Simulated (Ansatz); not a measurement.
# MnS: how much do the potentials matter?

MnS in an antiferromagnetic state, in a typed cell, not relaxed.

```yaml
# lattice in Å, fractional positions
crystal:
  lattice:
    - [5.22000, 2.61000, 2.61000]
    - [2.61000, 5.22000, 2.61000]
    - [2.61000, 2.61000, 5.22000]
  atoms:
    - { symbol: Mn, position: [0.00000, 0.00000, 0.00000] }
    - { symbol: Mn, position: [0.50000, 0.50000, 0.50000] }
    - { symbol: S, position: [0.25000, 0.25000, 0.25000] }
    - { symbol: S, position: [0.75000, 0.75000, 0.75000] }
```

DFT in Ansatz; PBE; k mesh 4×4×4; fixed occupations; collinear spin from start moments 5.0, -5.0, 0.0, 0.0 μB (atoms as listed). Harmonic phonons by finite displacements, frequencies in cm⁻¹, imaginary ones marked i; at Γ the three translations are left out and no LO–TO term is added.

Caveats: coarse k mesh; soft modes or ε∞ of this crystal moved by over a tenth between k meshes, so they aren't converged.

The reference is the run on all-electron PAW datasets (no frozen core) at 3900 eV and 17.78 Å³ an atom: top Γ mode (cm⁻¹) 266; lowest Γ mode (cm⁻¹) 67.

The same calculation was made on PseudoDojo norm-conserving, GBRV ultrasoft. How far do the results move?


| potentials | cutoff (eV) | top Γ mode (cm⁻¹) | lowest Γ mode (cm⁻¹) |
| --- | --- | --- | --- |
| PseudoDojo norm-conserving | 1306 | 269 | 79 |
| GBRV ultrasoft | 544 | 266 | 71 |

The largest move among the frequencies in the table is 12.6 cm⁻¹, in the lowest Γ mode on PseudoDojo norm-conserving. Over all modes computed it is 14 cm⁻¹, on PseudoDojo norm-conserving.
